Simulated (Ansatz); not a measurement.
Nb$_{2}$C:
Space group Pnma (No. 62); a = 10.973 Å, b = 3.094 Å, c = 4.976 Å, α = 90.00°, β = 90.00°, γ = 90.00°

```tsv
atom	site	symmetry	x	y	z
Nb	4c	.m.	0.2034	0.2500	0.2348
Nb	4c	.m.	0.0459	0.2500	0.7461
C	4c	.m.	0.1243	0.7500	0.4903
```

Relaxed with r²SCAN.

Task: Which orbitals make up the states near the Fermi level in DFT-r²SCAN in the program Ansatz with PAW potentials?

Result: Within 0.5 eV of the Fermi level: Nb 4d 85 %, C 2p 5 %. Projections are on Löwdin-orthogonalised atomic valence shells; empty p or d shells of many metals are not among them.

Task: Tabulate the density of states.

Result: States/eV per cell of 12 atoms, in 0.25 eV bins, energy from the Fermi level.

```csv
E (eV),total,Nb 4d,C 2p,Nb 5s
-7.85,0.00,0.00,0.00,0.00
-7.60,0.00,0.00,0.00,0.00
-7.35,0.00,0.00,0.00,0.00
-7.10,0.00,0.00,0.00,0.00
-6.85,0.00,0.00,0.00,0.00
-6.60,0.00,0.00,0.00,0.00
-6.35,0.00,0.00,0.00,0.00
-6.10,0.14,0.05,0.05,0.03
-5.85,4.16,1.60,1.62,0.65
-5.60,8.27,3.33,3.32,1.09
-5.35,10.64,4.30,4.38,1.30
-5.10,7.79,3.26,3.35,0.74
-4.85,2.50,1.06,1.07,0.23
-4.60,6.10,2.62,2.67,0.50
-4.35,8.55,3.76,3.93,0.49
-4.10,14.08,6.56,6.71,0.35
-3.85,10.66,4.67,5.41,0.23
-3.60,11.80,5.25,5.96,0.20
-3.35,8.93,3.86,4.59,0.15
-3.10,2.33,1.33,0.82,0.10
-2.85,2.85,2.14,0.49,0.14
-2.60,6.42,4.99,0.56,0.64
-2.35,6.28,5.13,0.40,0.53
-2.10,8.47,7.17,0.44,0.58
-1.85,9.53,8.06,0.49,0.64
-1.60,11.27,9.20,0.61,0.89
-1.35,9.44,7.66,0.55,0.75
-1.10,7.63,6.10,0.46,0.65
-0.85,8.18,6.67,0.53,0.58
-0.60,13.69,10.91,0.96,1.04
-0.35,9.39,7.49,0.58,0.65
-0.10,2.97,2.57,0.12,0.14
0.15,2.60,2.37,0.11,0.05
0.40,5.04,4.73,0.16,0.06
0.65,4.93,4.59,0.19,0.04
0.90,5.54,5.11,0.27,0.05
1.15,5.70,5.26,0.29,0.04
1.40,5.95,5.47,0.33,0.05
1.65,6.55,5.92,0.43,0.07
1.90,8.04,7.12,0.63,0.11
2.15,8.37,7.41,0.63,0.12
2.40,9.40,8.28,0.74,0.13
2.65,10.24,9.06,0.79,0.14
2.90,11.29,9.93,0.90,0.18
3.15,10.92,9.53,0.90,0.20
3.40,10.53,9.22,0.78,0.21
3.65,12.73,10.92,1.07,0.33
3.90,10.73,9.24,0.87,0.29
4.15,9.42,8.06,0.73,0.31
4.40,9.55,7.68,0.96,0.41
4.65,6.01,4.41,0.78,0.33
```

The workflow started from a Materials Project entry (that database holds measured and hypothetical structures alike); the Crystallography Open Database copy checked does not list it. Its standing as an ambient phase is unchecked. The r²SCAN relaxation kept the symmetry of its start; its stability against distortions is not shown here. The run is not spin-polarised. Scalar-relativistic: spin–orbit coupling is off unless named, which matters more the heavier the elements.

Potentials: the earlier of the program's two PAW sets. The files were generated under PBE; for other functionals the program regenerates the frozen cores, and for LDA and PBEsol the local potential too.
